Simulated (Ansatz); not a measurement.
BN (wurtzite, P6_3mc), plane-wave PAW LDA (Ansatz code). The conduction-band minimum lies at K, with 2 equivalent valleys. Second derivatives d²E/dk² of the lowest band at one valley (eV·Å²), along Cartesian directions:

```csv
direction,d²E/dk²
[100],15.38
[010],15.38
[001],25.52
[110],15.38
[101],20.45
[011],20.45
```

Q: Find the principal effective masses, the density-of-states mass and the conductivity mass.

A: Off-diagonal terms follow from H_xy = H[110] − (H_xx + H_yy)/2, and m*/mₑ = 7.620 eV·Å² over each eigenvalue: 0.30, 0.50, 0.50. One valley's DOS mass (m₁m₂m₃)^(1/3) = 0.42, conductivity mass 3/(Σ 1/mᵢ) = 0.41 mₑ.

Q: What effective density of states Nc follows at 300 K for parabolic valleys?

A: Nc = 2.509e19 × 2 × (0.42)^(3/2) ≈ 1.4e19 cm⁻³.

Q: With the computed static dielectric constant 6.67 (mean of the diagonal), estimate a hydrogenic donor's binding energy and radius.

A: E = 13.606 eV × 0.41/6.67² ≈ 130 meV; a = 0.529 Å × ε/m* ≈ 8.6 Å. Semilocal masses tend to be too small where the gap is.

The cell was relaxed with LDA under the symmetry of its start; phonons on a q-mesh show no instability.

Potentials: the later of the program's two PAW sets.
